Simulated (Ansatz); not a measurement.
# Ansatz 0.2.0, relaxation: KTi$_{2}$S$_{2}$

The input file (Ansatz 0.2.0, plane waves):

```yaml
crystal:
  lattice:
    - [0.0, 3.894723, 0.0]
    - [3.894723, 0.0, 0.0]
    - [1.947361, 1.947361, -6.590003]
  atoms:
    - { symbol: S, position: [0.36, 0.36, 0.28] }
    - { symbol: S, position: [0.64, 0.64, 0.72] }
    - { symbol: K, position: [0.0, 0.0, 0.0] }
    - { symbol: Ti, position: [0.75, 0.25, 0.5] }
    - { symbol: Ti, position: [0.25, 0.75, 0.5] }
  symmetry: { tolerance: 0.0003 }
kpoints:
  mp_grid: { grid: [7, 7, 7], shift: [0, 0, 0] }
magnetization:
  spin_polarized: false
scf:
  occupations: { method: fermi_dirac }
  lower_state_search: "off"
hamiltonian:
  pseudopotentials: { kind: paw }
  xc: pbe
basis:
  ecutwfc: 420
  fft_grid_basis: typed
relax:
  max_steps: 80
  cell: { p_target: 5.0 }
  f_tol: 0.03
output:
  forces: true
  stress: true
  eigenvalues: true
  bader: true
  populations: true
  elf: true
  write_potential: true
  volumetric_format: npy
  dos:
    e_range: [-12, 8]
    de: 0.05
    projected: { site_lists: { K: [K], S: [S], Ti: [Ti] } }
  write_density: true
checkpoint:
  read: saved_state
```

Launch command:

```bash
ansatz run input.yaml --threads 2 --pin off --max-ram 3584MiB --backend cpu --events-out ev --progress --plain --runs-dir out
```

Origin of the cell: a known structure type with other elements, at an estimated volume, so it need not be a known compound.

The smearing width isn't typed, so it takes its default of 0.1 eV.

The saved state is a converged single point of the same cell.

Output (shortened):

```
Pseudopotentials: kind: paw
Pseudopotential: S, paw, valence charge 6, recommended cutoff 420 eV (normal), S.paw.azcp
Pseudopotential: K, paw, valence charge 9, recommended cutoff 420 eV (normal), K.paw.azcp
Pseudopotential: Ti, paw, valence charge 12, recommended cutoff 420 eV (normal), Ti.paw.azcp
Functional definition: PBE
  exchange = pbe_x(kappa = kappa, mu = beta*pi^2/3)
  correlation = pbe_c(beta = beta)
Crystal: 5 atoms, lattice volume = 99.963 Å³
Basis set: ecut = 420 eV, 1963 PW (Γ), exchange–correlation on 54×54×96 points (8 copies of the dense FFT grid, shifted against one another)
Bands: 28, of which v1, the nominal top of the filled ones, is band 23 counted from 1 (22 counted from 0)
Symmetry: 16 space group operations
[… 9 lines left out …]
Initial density: read from a saved state, or passed on in memory by an earlier SCF of this step, an earlier step, the calling program or the single point that the run made first
Functional: x = pbe(κ = 0.804, μ = 0.219515), c = pbe(β = 0.066725)
SCF iter   1: F=—  HF=-8346.770435 eV  Δρ=6.65e-4  dr2=1.36e-4
SCF iter   2: F=—  HF=-8346.771102 eV  Δρ=1.83e-4  dr2=2.72e-5
SCF iter   3: F=—  HF=-8346.770957 eV  Δρ=6.85e-5  dr2=4.95e-6
SCF iter   4: F=—  HF=-8346.770956 eV  Δρ=1.74e-5  dr2=2.27e-7
SCF iter   5: F=-8346.770956 eV  HF=-8346.770956 eV  Δρ=3.89e-6  dr2=2.54e-8
relax step   1: F+E_penalty+E_count = -8346.770956 eV  Δ(F+E_penalty+E_count) = +0.000e0 eV  max|allowed force component| = 3.093e-1 eV/Å  Δτ_max = 0.0000 Å  P = +3.476 GPa  Ω = 99.963 Å³  (5 […]
relax step   2: F+E_penalty+E_count = -8346.686393 eV  Δ(F+E_penalty+E_count) = +8.456e-2 eV  max|allowed force component| = 1.263e-1 eV/Å  Δτ_max = 0.0619 Å  P = +5.389 GPa  Ω = 95.822 Å³  e […]
relax step   3: F+E_penalty+E_count = -8346.687398 eV  Δ(F+E_penalty+E_count) = -1.006e-3 eV  max|allowed force component| = 2.808e-2 eV/Å  Δτ_max = 0.0100 Å  P = +5.190 GPa  Ω = 95.760 Å³  e […]
relax step   4: F+E_penalty+E_count = -8346.694047 eV  Δ(F+E_penalty+E_count) = -6.648e-3 eV  max|allowed force component| = 1.701e-4 eV/Å  Δτ_max = 0.0006 Å  P = +4.998 GPa  Ω = 95.964 Å³  e […]
relax step   5: F+E_penalty+E_count = -8346.693748 eV  Δ(F+E_penalty+E_count) = +2.988e-4 eV  max|allowed force component| = 8.275e-5 eV/Å  Δτ_max = 0.0000 Å  P = +5.001 GPa  Ω = 95.964 Å³  stress off target by 6.91e-4 GPa […]
SCF 5 converged in 6 iterations: F = -8346.693748 eV  dr2 = 2.47e-12
basis re-selected at this cell: Δ(F+E_penalty+E_count) = +2.988e-4 eV, ΔP = +0.003 GPa vs the last step (what re-selecting the basis moved, of the pressure what is left beyond the Pulay corre […]
SCF converged after 6 iterations
Free energy (F): -8346.693748 eV
Harris-Foulkes:  -8346.693748 eV  (|F-HF|=1.82e-12)
Internal energy: -8346.561022 eV  (E = F + TS)
E sigma→0 (E₀):  -8346.627385 eV
Entropy (-TS):   -0.132726 eV (-26.545 meV/atom)
Fermi energy:    10.025804 eV
--- Per-component energies (eV) ---
  E_band       = -428.120360
  E_kinetic    = 1025.773514
  E_local      = -3322.383023  (includes V_loc(G=0)·N_el)
  E_nonlocal   = 87.779647
  E_hartree    = 1377.426047
  E_xc         = -529.079568
  E_vxc        = -590.190470  (∫ρ·V_xc dr)
  E_paw        = -4080.019591  (= ΣΔE_a)
  E_vpaw       = -383.952462  (= ΣTr[D̂ρ^β])
  E_aug_tail   = 0.000251  (compensation charges beyond the density's cutoff)
  E_ewald      = -2906.058300
  E_smearing   = -0.132726  (= −TS)
  Σ components = -8346.693748   (vs F -8346.693748, Δ=0.00e0)
--- Forces (eV/Å), atoms counted from 1 ---
  atom   1  S     -0.000000    -0.000000    -0.000083
  atom   2  S      0.000000     0.000000     0.000083
  atom   3  K      0.000000     0.000000     0.000000
  atom   4  Ti     0.000000    -0.000000    -0.000000
  atom   5  Ti    -0.000000     0.000000     0.000000
  max |Σ_I F_I| component: 4.16e-17 eV/Å
--- Stress (GPa, compression-positive) ---
        5.000691       0.000000      -0.000000
        0.000000       5.000691      -0.000000
       -0.000000      -0.000000       5.000322
  P = ⅓ Tr σ = 5.0006 GPa (50.006 kbar)
--- Relaxed structure (4 steps of the walk, 4 accepted, 1 SCFs on fresh bases) ---
  F+E_penalty+E_count = -8346.693748 eV   max|allowed force component| = 8.275e-5 eV/Å   (the final SCF, on the basis selected at the relaxed cell)
  cell:  # Å, volume = 95.9640 Å³
    - [-2.753e-15, 3.823017, -1.450e-7]
    - [3.823017, -2.753e-15, -1.450e-7]
    - [1.911508, 1.911508, -6.565922]
  atoms:
    - { symbol: S, position: [0.365498, 0.365498, 0.269004] }
    - { symbol: S, position: [0.634502, 0.634502, 0.730996] }
    - { symbol: K, position: [-1.036e-19, -1.036e-19, 2.072e-19] }
    - { symbol: Ti, position: [0.750000, 0.25, 0.500000] }
    - { symbol: Ti, position: [0.25, 0.750000, 0.500000] }
--- Löwdin populations: 5 sites ---
  site symbol       q [e]
     0      S      6.4794
     1      S      6.4794
     2      K      8.3011
     3     Ti     11.6205
     4     Ti     11.6205
  spilling = 0.011093 (of n_electrons = 45.000000)
--- Bader charges: 5 sites ---
  site symbol  charge [e]  shift [e]
     0      S     -1.3969     0.0006
     1      S     -1.3970     0.0006
     2      K      0.7653     0.0000
     3     Ti      1.0143     0.0006
     4     Ti      1.0143     0.0006
  estimated error of the sums over rays = 5.3e-4 e
```

Before:

Space group I4/mmm (No. 139); the run's cell has a = 3.895 Å, b = 3.895 Å, c = 7.142 Å, α = 74.18°, β = 74.18°, γ = 90.00°. Shortest distances: S–Ti 2.43 Å, Ti–Ti 2.75 Å, K–S 3.31 Å.

The relaxed structure.

Space group I4/mmm (No. 139); the run's cell has a = 3.823 Å, b = 3.823 Å, c = 7.101 Å, α = 74.38°, β = 74.38°, γ = 90.00°. Shortest distances: S–Ti 2.44 Å, Ti–Ti 2.70 Å, K–S 3.23 Å, S–S 3.53 Å.

* Enthalpy lowered by: 9.5 meV/atom
* Volume change: -4.00 %
* Final pressure: 5.00 GPa
* Relaxation steps listed: 5

Caveats: no moments, though an odd count or open d shells may carry them; the relaxation held the start's symmetry, so the end may be a saddle point.

It ran for 37 s on 2 threads of Arm Neoverse V1 (shared host), peak memory 0.44 GiB, from a saved density.
